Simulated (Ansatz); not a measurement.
NaLaMnMoO6: changing the choice of potentials or basis

```
CELL_PARAMETERS angstrom
0.00000 3.86259 3.86259
3.86259 0.00000 3.86259
3.86259 3.86259 0.00000
ATOMIC_POSITIONS crystal
Na 0.25000 0.25000 0.25000
La 0.75000 0.75000 0.75000
Mn 0.50000 0.50000 0.50000
Mo 0.00000 0.00000 0.00000
O 0.74662 0.25338 0.25338
O 0.25338 0.25338 0.74662
O 0.25338 0.74662 0.25338
O 0.74662 0.25338 0.74662
O 0.74662 0.74662 0.25338
O 0.25338 0.74662 0.74662
```

The cell comes from a database or a generator and needn't be the stable form of this composition.

Kept alike: task single point; functional PBE; k mesh 6 × 6 × 6; occupations fermi-dirac, width 0.05 eV; collinear spin, ferromagnetic start. Program: Ansatz. Cutoffs run from 900 to 1800 eV. The mesh is that of the run's cell of 10 atoms. No spin-orbit coupling.

| choice of potentials or basis | pressure (GPa) | moment of the cell (μB) |
| --- | --- | --- |
| Ansatz NC | 0.09 | 1.21 |
| Ansatz PAW (files of its older set among them) | 0.03 | 1.16 |
| JTH PAW | 0.63 | 1.16 |
| PseudoDojo standard (PBE files) | 0.13 | 1.29 |
| SPMS NC | 0.52 | 1.29 |

Pressure is positive in compression, with a Pulay correction for the finite cutoff. For a metal such a mesh leaves the last digits unconverged. The runs hold the magnetic state that their start led to, which needn't be the lowest.

The pressure runs from 0.03 (Ansatz PAW (files of its older set among them)) to 0.63 GPa (JTH PAW). The moment of the cell runs from 1.16 (Ansatz PAW (files of its older set among them); JTH PAW) to 1.29 μB (PseudoDojo standard (PBE files); SPMS NC).
